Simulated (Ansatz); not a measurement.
CaCl2 in space group Pnnm (No. 58; Ca on 2a, Cl on 4g), r²SCAN (plane waves, PAW; program Ansatz), all energies at zero smearing, with the estimated change up to a 700 eV cutoff added, with one set of potentials and settings (totals compare only within such a set). Cell of 6 atoms (2 Ca, 4 Cl): -7993.860 eV.

```json
[
 {"element": "Ca", "reference phase": "Fm-3m, 1 atoms in the cell", "E (eV/atom)": "-1821.6752"},
 {"element": "Cl", "reference phase": "Cmce, 4 atoms in the cell", "E (eV/atom)": "-1083.6259"}
]
```

Formation energy per atom, worked out: (-7993.860 − 2×(-1821.6752) − 4×(-1083.6259))/6 = -2.668 eV/atom (-257 kJ per mol of atoms), at 0 K, without zero-point energy or fitted corrections.

The workflow started from a Materials Project entry (that database holds measured and hypothetical structures alike); the Crystallography Open Database files this formula in space group No. 58, but the cells were not matched. Whether it is the stable phase at ambient conditions was not checked. The cell was relaxed with r²SCAN under the symmetry of its start; its stability against distortions is not shown here. The references are the lowest solids computed at this level, not always the standard phases (solids in place of the gases).

Potentials: the later of the program's two PAW sets.
